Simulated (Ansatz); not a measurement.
Co$_{2}$Si:
Space group Pnma (No. 62); a = 4.8068 Å, b = 3.6718 Å, c = 6.9700 Å, α = β = γ = 90.00°

| atom | site | symmetry | x | y | z |
|---|---|---|---|---|---|
| Co | 4c | .m. | 0.1733 | 0.2500 | 0.4350 |
| Co | 4c | .m. | 0.0379 | 0.2500 | 0.7810 |
| Si | 4c | .m. | 0.1995 | 0.2500 | 0.1050 |
The run is spin-polarised, in the one order tried: ferromagnetic.

Relaxed at zero pressure with the program Ansatz at the PBEsol level (PAW).

Q: The volume is lowered by 3 % and shape and atoms relax at that volume. What pressure results, and how do the axes share the change?

A: 8.2 GPa; a -1.2 %, b -0.9 %, c -0.9 %; the energy rises by 8 meV/atom.

Q: Give the new structure.

A: 
Space group Pnma (No. 62); a = 4.7489 Å, b = 3.6384 Å, c = 6.9063 Å, α = β = γ = 90.00°

| atom | site | symmetry | x | y | z |
|---|---|---|---|---|---|
| Co | 4c | .m. | 0.1731 | 0.2500 | 0.4347 |
| Co | 4c | .m. | 0.0393 | 0.2500 | 0.7802 |
| Si | 4c | .m. | 0.1970 | 0.2500 | 0.1044 |

The phase is kept; no other phase was compared at this pressure.

Symmetry was held in the PBEsol relaxation. The final state is ferromagnetic, the only order run, not a proven ground state.

Potentials: the earlier of the program's two PAW sets.
